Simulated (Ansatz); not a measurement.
Course of a relaxation: GaP₂

The guess for GaP₂ was made by a generator: 4-, 6-connected net, elements by coordination (P4/mbm, No. 127). Its size is a rough estimate.

```
Ga P
1.0
     6.15616    0.00000    0.00000
     0.00000    6.15616    0.00000
     0.00000    0.00000    2.25737
Ga P
2 4
Direct
  0.00000 0.00000 0.00000
  0.50000 0.50000 0.00000
  0.17680 0.32320 0.00000
  0.32320 0.82320 0.00000
  0.82320 0.67680 0.00000
  0.67680 0.17680 0.00000
```

Method: Ansatz, DFT PBE, scalar-relativistic, plane waves, PAW. Cutoff 420 eV, Gaussian smearing, Γ-centred meshes. Cell and atoms relax first on a coarse mesh and then on a finer one. In between, the cell is made exact in the group found at 0.06 Å. In metals the finer mesh still leaves noise of several meV/atom or more. The steps can't lower the symmetry of their start. No spin polarisation.

Steps on the 4×4×8 mesh (6 atoms, 11 steps). The free energy counts from the last step; some steps are skipped; the plane-wave basis is renewed at times, which shifts energy and pressure.

```csv
step,ΔF (meV/atom),V (Å³/atom),P (GPa),largest force component (eV/Å)
1,843.3,14.26,35.84,1.039
2,472.2,16.13,11.50,0.757
3,260.7,16.85,4.79,1.056
4,37.6,17.07,6.34,0.162
5,12.5,18.15,1.43,0.371
7,6.6,18.26,0.31,0.000
8,5.7,18.43,-0.17,0.016
9,0.1,18.43,0.33,0.015
10,0.0,18.53,0.05,0.001
11,0.0,18.53,0.05,0.001
```

The relaxed structure, after a last relaxation on the converged mesh:

```
Ga P
1.0
     6.58636    0.00000    0.00000
     0.00000    6.58636    0.00000
     0.00000    0.00000    2.56411
Ga P
2 4
Cartesian
  0.0000 0.0000 0.0000
  3.2932 3.2932 0.0000
  0.7536 2.5396 0.0000
  2.5396 5.8328 0.0000
  5.8328 4.0468 0.0000
  4.0468 0.7536 0.0000
```

The symmetry stays P4/mbm (No. 127). The volume per atom grows by 30.0 %, from 14.3 to 18.5 Å³. The shortest distance goes from 2.26 Å (Ga–Ga and P–P) to 2.13 Å (P–P). The energy falls by about 0.79 eV/atom (the start's value is from the coarse mesh). Ga has 2 Ga at 2.56 Å and 4 P at 2.65 Å; P has 1 P at 2.13 Å, 2 P at 2.56 Å and 2 Ga at 2.65 Å.

For GaP₂, the volume per atom is 18.54 Å³, the density is 3.93 g/cm³ and the energy over the elements is +0.10 eV/atom. The gap on the 6×6×14 mesh of the 6-atom cell is 0 eV (a metal).

Energies over the elements count from the elements' standard structures at the same level, with no fitted energy shifts. The references include black phosphorus.

The last run used Gaussian smearing of 0.10 eV. The reference form of P is held partly by dispersion forces, which this level lacks. A structure relaxed within its symmetry needn't be a true minimum. In all, the 3 runs took 3.2 min on 1 thread of Intel(R) Xeon(R) Processor @ 2.70GHz, with other jobs on the host.
